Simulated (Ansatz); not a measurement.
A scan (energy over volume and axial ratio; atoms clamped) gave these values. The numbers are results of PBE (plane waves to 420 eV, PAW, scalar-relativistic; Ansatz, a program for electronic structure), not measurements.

* **Modulus against c/a change at fixed volume, (3/4V)·∂²E/∂(ln c/a)² (fit, atoms clamped)**: 65 GPa, an upper bound as the atoms could relax

Question: Of these crystals, all scanned alike, which one is it?
A. TiAl (CuAu type, space group P4/mmm)
B. ZnS (wurtzite)
C. SiO₂ (rutile)

Answer: B, ZnS (wurtzite). The others have, for the modulus against c/a change at fixed volume, (3/4V)·∂²E/∂(ln c/a)²: TiAl 46 GPa, SiO2 220 GPa

All were relaxed with their symmetry unable to fall. The PAW data are Ansatz's earlier set. TiAl is run without spin polarisation. As the atoms are clamped, bonds stretch with the cell, which overstates energies and stresses.

(Under strain, the slope of the energy per volume gives the stress and its curvature an elastic modulus.)
